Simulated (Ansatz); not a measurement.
## ZrPbO$_{3}$ (Pm-3m), two-dimensional strain map

Theory: Ansatz 0.2.0, DFT PBEsol, scalar-relativistic, plane waves, PAW. The runs took a 420 eV cutoff, a Γ-centred 6×6×6 mesh and Gaussian smearing (0.05 eV). Spin–orbit coupling is left out, which can shift energies with elements as heavy as these. No spin polarisation. Energies are free energies at this smearing, counted from the undisturbed cell; pressure is positive in compression.

The starting cell (as given, not relaxed at this level; it stands at -7.4 GPa, and it needn't be the usual structure):

```yaml
crystal:
  lattice:
    - [4.20893, 0.00000, 0.00000]
    - [0.00000, 4.20893, 0.00000]
    - [0.00000, 0.00000, 4.20893]
  atoms:
    - { symbol: Zr, position: [0.00000, 0.00000, 0.00000] }
    - { symbol: Pb, position: [0.50000, 0.50000, 0.50000] }
    - { symbol: O, position: [0.50000, 0.00000, 0.00000] }
    - { symbol: O, position: [0.00000, 0.00000, 0.50000] }
    - { symbol: O, position: [0.00000, 0.50000, 0.00000] }
```

The cell is strained by p along both x and y and by q along z, fractional coordinates fixed. Points are written (p, q).

p was sampled at -0.030, 0.000, 0.030 and q at -0.030, 0.000, 0.030.

Problem. Where on the computed points is the energy highest, and how high?

Solution. At (0.030, 0.030): 109.8 meV/atom.

Problem. Away from (0, 0), which computed point is lowest?

Solution. (-0.030, 0.000): -9.5 meV/atom.

The map, in meV/atom:

```
 p \ q  -0.030  0.000  0.030
-0.030    -3.0   -9.5    6.9
 0.000    -8.5    0.0   30.3
 0.030    45.2   67.0  109.8
```

Symmetry holds off the tilts and polar distortions that many cubic perovskites undergo.